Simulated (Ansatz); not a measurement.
Here is the system:

GaP (zinc blende)

```
GaP
1.0
    0.00000     5.45138     5.45138
    2.72569     0.00000     2.72569
    2.72569     2.72569     0.00000
P Ga
2 2
Direct
  0.37500   0.75000   0.75000
  0.87500   0.75000   0.75000
  0.00000   0.00000   0.00000
  0.50000   0.00000   0.00000
```

A phonon eigenvector at L = (0.5, 0.0, 0.0) is frozen into this cell: atom i moves by Q times the vector below, so Q is the largest atomic displacement, in Å. The cell is held. (q is in reciprocal vectors of the primitive cell; the cell shown is doubled to hold the pattern.)

```csv
atom,x,y,z
P1,-0.099,0.099,0.099
P2,0.099,-0.099,-0.099
Ga3,-0.577,0.577,0.577
Ga4,0.577,-0.577,-0.577
```

All values below come from r2SCAN (plane waves to 500 eV, PAW, scalar-relativistic; Ansatz, a first-principles code). k mesh 5×10×10 (Γ-centred), Fermi-Dirac smearing 0.05 eV. Energies are smeared free energies. GaP was relaxed with its symmetry unable to fall. ΔE is measured from the undisplaced structure.

The scan covers Q from -0.280 to 0.280 Å in 13 points.

Q: Which space group does the distorted structure have?

A: R3m (No. 160), lowered from F-43m.

Q: What is the energy change at Q = 0.280 Å?

A: 1115 meV/cell.

Q: What harmonic wavenumber does the curvature at Q = 0 give?

A: 234 cm⁻¹.

(For displaced atoms, the force is minus the slope of the energy, and its curvature is a force constant, which sets phonon frequencies.)
